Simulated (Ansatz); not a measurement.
The calculation used DFT PBE, scalar-relativistic, plane waves, PAW in Ansatz. Cutoff 420 eV, Γ-centred meshes of about 0.25 Å⁻¹ or finer for metals and 0.3 Å⁻¹ for insulators (2π included), Gaussian smearing. No spin polarisation.

A search over trial structures of In2Te2O gave this relaxed cell.

```yaml
crystal:
  lattice:
    - [4.43645, 0.00000, 0.00000]
    - [-2.21822, 3.84208, 0.00000]
    - [0.00000, 0.00000, 10.49734]
  atoms:
    - { symbol: In, position: [0.00000, 0.00000, 0.81232] }
    - { symbol: In, position: [0.00000, 0.00000, 0.18768] }
    - { symbol: Te, position: [0.33333, 0.66667, 0.31113] }
    - { symbol: Te, position: [0.66667, 0.33333, 0.68887] }
    - { symbol: O, position: [0.00000, 0.00000, 0.00000] }
```

Wave vectors count in units of this cell's reciprocal vectors.

Question: Is this structure dynamically stable?

Answer: No. The phonons on a 2×2×1 q mesh of the computed 5-atom cell go imaginary, to 112i cm⁻¹ at q = (0.00, 0.00, 0.00). With atoms moved at random and symmetry off, it falls by 15 meV/atom into P1 (No. 1). Conventional cell: a = 4.397 Å, b = 4.417 Å, c = 10.363 Å, α = 89.3°, β = 89.7°, γ = 60.4°. In on its first site has 1 O at 2.00 Å and 3 Te at 2.84–2.89 Å; around In on its second site lie 1 O at 2.00 Å and 3 Te at 2.85–2.89 Å; Te on its first site has 3 In at 2.85–2.89 Å; O has 2 In at 2.00 Å; 1 more site not described.

```yaml
crystal:
  lattice:
    - [4.39672, 0.00000, 0.00000]
    - [2.18307, 3.83997, 0.00000]
    - [0.05350, 0.10550, 10.36229]
  atoms:
    - { symbol: In, position: [0.02602, 0.01949, 0.18228] }
    - { symbol: In, position: [0.02830, 0.99716, 0.81710] }
    - { symbol: Te, position: [0.68878, 0.66454, 0.69017] }
    - { symbol: Te, position: [0.35353, 0.34841, 0.30944] }
    - { symbol: O, position: [0.90338, 0.97040, 0.00102] }
```

Weakly bound directions are ill-defined at this level, which has no dispersion term. These runs have no spin–orbit coupling, which can matter for Te.
